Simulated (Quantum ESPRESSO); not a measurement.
Parts of the isotropic shielding in HfO2, by GIPAW with PBE in a modified build of Quantum ESPRESSO, on JTH PAW datasets, 22.5 Ha, k-mesh 6×6×4 shifted:

```
HfO2
1.0
    3.55802     0.00000     0.00000
    0.00000     3.55802     0.00000
    0.00000     0.00000     5.17186
Hf O
2 4
Direct
  0.50000   0.50000   0.50000
  0.00000   0.00000   0.00000
  0.00000   0.50000   0.69721
  0.00000   0.50000   0.19721
  0.50000   0.00000   0.80279
  0.50000   0.00000   0.30279
```
The geometry is a computed Materials Project entry, not a measured one. It is HfO2 in P4₂/nmc. Stability against distortions was not tested. The run has no spin polarisation.

The core term is that of the free atom's frozen core; the paramagnetic column sums the reconstruction terms. Shieldings are absolute and leave out the bulk-susceptibility term; a larger σ means a smaller chemical shift. By our sweeps, such settings leave a few ppm in absolute σ on light atoms and up to some 20 ppm from Zn on. Spin–orbit coupling is left out; its weight grows with the heaviest atom, Hf here. The structure is static (0 K, no zero-point motion).

| site | core | bare (smooth current) | diamagnetic correction | paramagnetic corrections | σ_iso (ppm) |
|---|---|---|---|---|---|
| O (atoms 3, 4, 5, 6) | 271.1 | -17.9 | 26.5 | [?] | [?] |

Problem. What belongs in the gaps?

Solution. 
- O (atoms 3, 4, 5, 6), paramagnetic corrections: -381.8
- O (atoms 3, 4, 5, 6), σ_iso (ppm): -102.2
